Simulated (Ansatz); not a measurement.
B:
```xyz
4
Lattice="-2.3196 2.3196 2.3196 2.3196 -2.3196 2.3196 2.3196 2.3196 -2.3196" Properties=species:S:1:pos:R:3 pbc="T T T"
B      1.7397     0.5799    -0.5799
B      0.5799    -0.5799     1.7397
B     -0.5799     1.7397     0.5799
B      0.5799     0.5799     0.5799
```

Relaxed with r²SCAN (plane waves, PAW; program Ansatz). Indices refer to the conventional cell of I4_132, a = 4.639 Å, b = 4.639 Å, c = 4.639 Å, α = 90.00°, β = 90.00°, γ = 90.00°.

Simulate the powder diffraction pattern (Cu Kα, λ = 1.54184 Å; lines above 1 %) up to 2θ = 90°.

Simulated powder pattern, Cu Kα, λ = 1.54184 Å (kinematic, ideal powder, no thermal factors, no anomalous dispersion; the 30 strongest lines at most, above 1 %, up to 2θ = 90°):

```
2θ (°)  d (Å)  I/Imax (%)          hkl
------  -----  ----------  -----------
27.18   3.280         100        (110)
48.04   1.894          25        (211)
63.40   1.467         9.5        (310)
70.29   1.339         9.2        (222)
76.89   1.240          11        (321)
83.32   1.160         4.5        (400)
89.66   1.093         6.0  (411)+(330)
```

The start of the workflow was typed in or built on a structure type; neither database checked (COD, Materials Project) lists it. It is not the phase usual at ambient conditions (space group No. 166). The cell was relaxed with r²SCAN under the symmetry of its start; its stability against distortions is not shown here.

Potentials: the later of the program's two PAW sets.
